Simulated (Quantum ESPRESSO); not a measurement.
Ge2AlN3S, one run as intended and one with a planted mistake

A calculation, not a measurement. The program is pw.x of Quantum ESPRESSO 7.5 (plane-wave density functional theory). The cell is made up: 7 atoms on a zincblende/diamond lattice with one site empty, with randomly drawn elements, strain and displacements, not relaxed. PseudoDojo standard norm-conserving files (v0.5 for PBE, v0.4.1 for LDA and PBEsol) set the functional; there is no spin polarisation, spin-orbit coupling or dispersion term, and the masses in the input are unused placeholders.

Intended input:

```
&control calculation='scf', pseudo_dir='./dojo.nc.sr.pbe.v0_5.standard.upf', outdir='./o', disk_io='low', tprnfor=.true., tstress=.true. /
&system ibrav=0, nat=7, ntyp=4, nbnd=32, ecutwfc=84.00895049, nosym=.true., tot_charge=0,
 occupations='smearing', smearing='fd', degauss=0.0018374661
/
&electrons conv_thr=7.350e-09, electron_maxstep=60, /
ATOMIC_SPECIES
Al 1.0 Al.upf
Ge 1.0 Ge.upf
N 1.0 N.upf
S 1.0 S.upf
CELL_PARAMETERS angstrom
4.7094 0.0224 -0.0075
0.0224 4.5891 0.0125
-0.0075 0.0125 4.62
ATOMIC_POSITIONS angstrom
Ge 0.0866 2.3208 2.3034
Al 2.4092 -0.0781 2.3677
Ge 2.2758 2.2134 0.0253
N 1.1959 0.951 1.0417
S 1.0791 3.5228 3.4972
N 3.5374 1.2498 3.6355
N 3.4883 3.4274 1.2602
K_POINTS automatic
4 4 4 1 1 1
```

The log is shortened where brackets say so; the opening notice, blank lines, dates and the lines on written files are dropped, and the path of the files is cut. It prints rydbergs, bohrs and kilobars, and counts compression as positive stress. Where no state is partly filled, the Fermi energy that it prints is only some level between the filled and the empty states on the mesh, and need not lie in the true gap.

Log of the intended run:

```
     Program PWSCF v.7.5
     Parallel version (MPI & OpenMP), running on       4 processor cores
     Number of MPI processes:                 4
     Threads/MPI process:                     1
     [start-up lines left out]
     bravais-lattice index     =            0
     lattice parameter (alat)  =       8.8996  a.u.
     unit-cell volume          =     673.7787 (a.u.)^3
     number of atoms/cell      =            7
     number of atomic types    =            4
     number of electrons       =        52.00
     number of Kohn-Sham states=           32
     kinetic-energy cutoff     =      84.0090  Ry
     charge density cutoff     =     336.0358  Ry
     scf convergence threshold =      7.3E-09
     mixing beta               =       0.7000
     number of iterations used =            8  plain     mixing
     Exchange-correlation= PBE
                           (   1   4   3   4   0   0   0)
     [axes and pseudopotential details left out]
   Cartesian axes
     site n.     atom                  positions (alat units)
         1        Ge     tau(   1) = (   0.0183885   0.4927954   0.4891007  )
         2        Al     tau(   2) = (   0.5115662  -0.0165836   0.5027541  )
         3        Ge     tau(   3) = (   0.4832402   0.4699903   0.0053722  )
         4        N      tau(   4) = (   0.2539357   0.2019340   0.2211931  )
         5        S      tau(   5) = (   0.2291346   0.7480264   0.7425906  )
         6        N      tau(   6) = (   0.7511266   0.2653808   0.7719570  )
         7        N      tau(   7) = (   0.7407008   0.7277693   0.2675891  )
     number of k points=    32  Fermi-Dirac smearing, width (Ry)=  0.0018
                       cart. coord. in units 2pi/alat
        k(    1) = (   0.1245987   0.1273235   0.1272782), wk =   0.0625000
        k(    2) = (   0.1250078   0.1266274   0.3821216), wk =   0.0625000
     [further k points left out]
     Dense  grid:    70073 G-vectors     FFT dimensions: (  54,  54,  54)
     Estimated max dynamical RAM per process >     120.93 MB
     Estimated total dynamical RAM >     432.40 MB
     Initial potential from superposition of free atoms
     starting charge      51.9959, renormalised to      52.0000
     Starting wfcs are   38 randomized atomic wfcs
     total cpu time spent up to now is        1.2 secs
     per-process dynamical memory:    87.7 Mb
     Self-consistent Calculation
     iteration #  1     ecut=    84.01 Ry     beta= 0.70
     Davidson diagonalization with overlap
     ethr =  1.00E-02,  avg # of iterations =  3.0
     total cpu time spent up to now is        2.8 secs
     total energy              =    -444.97087903 Ry
     estimated scf accuracy    <       1.93889164 Ry
     iteration #  2     ecut=    84.01 Ry     beta= 0.70
     Davidson diagonalization with overlap
     ethr =  3.73E-03,  avg # of iterations =  4.3
     total cpu time spent up to now is        4.5 secs
     total energy              =    -444.76533558 Ry
     estimated scf accuracy    <       6.50967613 Ry
     [iterations 3 to 10 left out]
     iteration # 11     ecut=    84.01 Ry     beta= 0.70
     Davidson diagonalization with overlap
     ethr =  5.59E-09,  avg # of iterations =  2.0
     total cpu time spent up to now is       17.4 secs
     total energy              =    -445.98354068 Ry
     estimated scf accuracy    <       0.00000046 Ry
     iteration # 12     ecut=    84.01 Ry     beta= 0.70
     Davidson diagonalization with overlap
     ethr =  8.84E-10,  avg # of iterations =  2.2
     total cpu time spent up to now is       18.7 secs
     End of self-consistent calculation
     [lines on levels left out]
     the Fermi energy is     8.6205 ev
!    total energy              =    -445.98354077 Ry
     estimated scf accuracy    <          5.2E-09 Ry
     smearing contrib. (-TS)   =      -0.00000000 Ry
     internal energy E=F+TS    =    -445.98354077 Ry
     The total energy is F=E-TS. E is the sum of the following terms:
     one-electron contribution =    -214.61083455 Ry
     hartree contribution      =     139.99351913 Ry
     xc contribution           =    -114.00356659 Ry
     ewald contribution        =    -257.36265876 Ry
     convergence has been achieved in  12 iterations
     Forces acting on atoms (cartesian axes, Ry/au):
     atom    1 type  2   force =    -0.23500317   -0.22738836   -0.20045771
     atom    2 type  1   force =     0.16434096    0.17383620   -0.13800921
     atom    3 type  2   force =     0.16952508   -0.11496389    0.13708333
     atom    4 type  3   force =     0.01572132    0.07438178    0.07661557
     atom    5 type  4   force =    -0.07771299    0.15675853    0.20015814
     atom    6 type  3   force =    -0.02666362   -0.01492675   -0.08242803
     atom    7 type  3   force =    -0.01020758   -0.04769751    0.00703791
     Total force =     0.613693     Total SCF correction =     0.000360
     Computing stress (Cartesian axis) and pressure
          total   stress  (Ry/bohr**3)                   (kbar)     P=       19.45
   0.00000060   0.00049171   0.00029451            0.09       72.33       43.32
   0.00049171   0.00034495  -0.00027144           72.33       50.74      -39.93
   0.00029451  -0.00027144   0.00005104           43.32      -39.93        7.51
     init_run     :      1.13s CPU      1.17s WALL (       1 calls)
     electrons    :     17.46s CPU     17.54s WALL (       1 calls)
     forces       :      0.26s CPU      0.27s WALL (       1 calls)
     stress       :      0.81s CPU      0.81s WALL (       1 calls)
     [timing details left out]
     PWSCF        :     19.72s CPU     19.86s WALL
     JOB DONE.
```

A second run has one planted mistake: the k-point mesh is too coarse. The input lines that differ, file-writing options aside:

```
- 4 4 4 1 1 1
+ 2 2 2 1 1 1
```

Its log:

```
     Program PWSCF v.7.5
     Parallel version (MPI & OpenMP), running on       4 processor cores
     Number of MPI processes:                 4
     Threads/MPI process:                     1
     [start-up lines left out]
     bravais-lattice index     =            0
     lattice parameter (alat)  =       8.8996  a.u.
     unit-cell volume          =     673.7787 (a.u.)^3
     number of atoms/cell      =            7
     number of atomic types    =            4
     number of electrons       =        52.00
     number of Kohn-Sham states=           32
     kinetic-energy cutoff     =      84.0090  Ry
     charge density cutoff     =     336.0358  Ry
     scf convergence threshold =      7.3E-09
     mixing beta               =       0.7000
     number of iterations used =            8  plain     mixing
     Exchange-correlation= PBE
                           (   1   4   3   4   0   0   0)
     [axes and pseudopotential details left out]
   Cartesian axes
     site n.     atom                  positions (alat units)
         1        Ge     tau(   1) = (   0.0183885   0.4927954   0.4891007  )
         2        Al     tau(   2) = (   0.5115662  -0.0165836   0.5027541  )
         3        Ge     tau(   3) = (   0.4832402   0.4699903   0.0053722  )
         4        N      tau(   4) = (   0.2539357   0.2019340   0.2211931  )
         5        S      tau(   5) = (   0.2291346   0.7480264   0.7425906  )
         6        N      tau(   6) = (   0.7511266   0.2653808   0.7719570  )
         7        N      tau(   7) = (   0.7407008   0.7277693   0.2675891  )
     number of k points=     4  Fermi-Dirac smearing, width (Ry)=  0.0018
                       cart. coord. in units 2pi/alat
        k(    1) = (   0.2491973   0.2546471   0.2545564), wk =   0.5000000
        k(    2) = (   0.2483790   0.2560394  -0.2551304), wk =   0.5000000
     [further k points left out]
     Dense  grid:    70073 G-vectors     FFT dimensions: (  54,  54,  54)
     Estimated max dynamical RAM per process >      86.71 MB
     Estimated total dynamical RAM >     295.51 MB
     Initial potential from superposition of free atoms
     starting charge      51.9959, renormalised to      52.0000
     Starting wfcs are   38 randomized atomic wfcs
     total cpu time spent up to now is        0.8 secs
     per-process dynamical memory:    61.3 Mb
     Self-consistent Calculation
     iteration #  1     ecut=    84.01 Ry     beta= 0.70
     Davidson diagonalization with overlap
     ethr =  1.00E-02,  avg # of iterations =  3.0
     total cpu time spent up to now is        1.1 secs
     total energy              =    -444.93650940 Ry
     estimated scf accuracy    <       1.97509945 Ry
     iteration #  2     ecut=    84.01 Ry     beta= 0.70
     Davidson diagonalization with overlap
     ethr =  3.80E-03,  avg # of iterations =  4.0
     total cpu time spent up to now is        1.3 secs
     total energy              =    -444.61832102 Ry
     estimated scf accuracy    <       7.15251402 Ry
     [iterations 3 to 11 left out]
     iteration # 12     ecut=    84.01 Ry     beta= 0.70
     Davidson diagonalization with overlap
     ethr =  8.45E-10,  avg # of iterations =  2.2
     total cpu time spent up to now is        3.8 secs
     total energy              =    -445.96113383 Ry
     estimated scf accuracy    <          7.9E-09 Ry
     iteration # 13     ecut=    84.01 Ry     beta= 0.70
     Davidson diagonalization with overlap
     ethr =  1.52E-11,  avg # of iterations =  4.2
     total cpu time spent up to now is        4.1 secs
     End of self-consistent calculation
     [lines on levels left out]
     the Fermi energy is     8.6860 ev
!    total energy              =    -445.96113383 Ry
     estimated scf accuracy    <          6.9E-09 Ry
     smearing contrib. (-TS)   =      -0.00000000 Ry
     internal energy E=F+TS    =    -445.96113383 Ry
     The total energy is F=E-TS. E is the sum of the following terms:
     one-electron contribution =    -214.63910971 Ry
     hartree contribution      =     140.07039327 Ry
     xc contribution           =    -114.02975863 Ry
     ewald contribution        =    -257.36265876 Ry
     convergence has been achieved in  13 iterations
     Forces acting on atoms (cartesian axes, Ry/au):
     atom    1 type  2   force =    -0.23781520   -0.22564114   -0.20100947
     atom    2 type  1   force =     0.16458155    0.17336342   -0.13986938
     atom    3 type  2   force =     0.17255435   -0.11672971    0.13805762
     atom    4 type  3   force =     0.01752756    0.07835114    0.07855595
     atom    5 type  4   force =    -0.07628310    0.15200824    0.19526219
     atom    6 type  3   force =    -0.02879847   -0.01134747   -0.08237046
     atom    7 type  3   force =    -0.01176669   -0.05000448    0.01137355
     Total force =     0.614184     Total SCF correction =     0.000090
     Computing stress (Cartesian axis) and pressure
          total   stress  (Ry/bohr**3)                   (kbar)     P=       23.31
   0.00001553   0.00049947   0.00031957            2.29       73.48       47.01
   0.00049947   0.00037936  -0.00027710           73.48       55.81      -40.76
   0.00031957  -0.00027710   0.00008056           47.01      -40.76       11.85
     init_run     :      0.73s CPU      0.75s WALL (       1 calls)
     electrons    :      3.26s CPU      3.29s WALL (       1 calls)
     forces       :      0.10s CPU      0.11s WALL (       1 calls)
     stress       :      0.20s CPU      0.20s WALL (       1 calls)
     [timing details left out]
     PWSCF        :      4.35s CPU      4.42s WALL
     JOB DONE.
```

```
                                            intended run  run with the mistake
                          free energy (eV)     -6067.915             -6067.610
                    smearing term -TS (eV)        0.0000                0.0000
                            pressure (GPa)          1.94                  2.33
            largest force component (eV/Å)         6.042                 6.114
largest change of a force component (eV/Å)                               0.126
                                iterations            12                    13
```

For scale, a rerun of the intended cell at 1437 eV and a 6 x 6 x 6 mesh moved values by no more than 0.004 eV in energy, 0.02 GPa in stress and 0.002 eV/Å in force.